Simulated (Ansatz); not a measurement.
Q: Ga (α-Ga, Cmce) is relaxed with PBE+D3(BJ) in the plane-wave PAW code Ansatz. What lattice parameters of the conventional cell result?

A: a = 4.507 Å, b = 7.635 Å, c = 4.509 Å.

Q: Give the free coordinates with the occupied sites.

A: In one choice of origin and axes:

| atom | site | symmetry | x | y | z |
|---|---|---|---|---|---|
| Ga | 8f | m.. | 0.0000 | 0.3442 | 0.4168 |

The cell was relaxed with PBE+D3(BJ) under the symmetry of its start. The pairwise dispersion correction was not fitted to metals. Axis ratios of metals converge slowly with the k-mesh, so a and c are less sure than the volume.

Potentials: the later of the program's two PAW sets.
